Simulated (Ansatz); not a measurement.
The relaxed structure here is a generated cell of Al: the first start was made by placing the elements on the sites of a structure type, and the end was not matched to a known phase here, so it may be hypothetical. Known forms of Al include space group No. 225.

A relaxed cell of Al (P6₃/mmc (No. 194)), relaxed on a k-mesh at least as fine as the one used below. These are r2SCAN (plane waves to 500 eV, PAW, scalar-relativistic; Ansatz, a first-principles code) values and carry that method's errors. Γ-centred k-mesh 4×8×6 on the run's cell (coarser than for final values), Fermi–Dirac smearing 0.05 eV.

```yaml
crystal:
  lattice:
    - [9.00103, 0.00000, 0.00000]
    - [-2.25026, 3.89756, 0.00000]
    - [0.00000, 0.00000, 5.22153]
  atoms:
    - { symbol: Al, position: [0.00000, 0.00000, 0.75000] }
    - { symbol: Al, position: [0.50000, 0.00000, 0.75000] }
    - { symbol: Al, position: [0.00000, 0.00000, 0.25000] }
    - { symbol: Al, position: [0.50000, 0.00000, 0.25000] }
    - { symbol: Al, position: [0.16667, 0.66667, 0.75000] }
    - { symbol: Al, position: [0.66667, 0.66667, 0.75000] }
    - { symbol: Al, position: [0.33333, 0.33333, 0.25000] }
    - { symbol: Al, position: [0.83333, 0.33333, 0.25000] }
```

The atoms are displaced by (Å):

```
atom      ux      uy      uz
----  ------  ------  ------
Al1   -0.061  -0.037  -0.136
Al2   -0.067  -0.093  -0.079
Al3    0.061   0.030  -0.032
Al4    0.142   0.131  -0.116
Al5   -0.103  -0.032  -0.003
Al6    0.022  -0.003   0.050
Al7    0.058  -0.075  -0.076
Al8   -0.115   0.062   0.001
```

**Question.** What forces (eV/Å) and pressure result?

**Answer.** 
| atom | Fx | Fy | Fz |
|---|---|---|---|
| Al1 | 0.06 | 0.18 | 0.62 |
| Al2 | -0.10 | 0.02 | -0.34 |
| Al3 | -0.37 | 0.39 | -0.82 |
| Al4 | -1.15 | -1.26 | 0.09 |
| Al5 | 0.03 | -0.14 | 0.11 |
| Al6 | -0.54 | -0.54 | 0.20 |
| Al7 | 0.20 | 0.69 | -0.01 |
| Al8 | 1.86 | 0.66 | 0.16 |

Pressure +0.6 GPa.

**Question.** Estimate the energy cost of the displacement in the harmonic approximation and compare with the calculation.

**Answer.** For a harmonic well ΔE = −½ Σ F·u = 0.299 eV a cell, or 37 meV/atom. The calculated energy relative to the undisplaced cell is +0.04 eV/atom, so the harmonic estimate holds well.

The undisplaced cell is probably no minimum: from this displacement the run went on to Pbca (No. 61) at a tolerance of 0.01 Å, Cmce (No. 64) at 0.1 Å, 0.37 eV/atom below it.

No spin polarisation in the result.
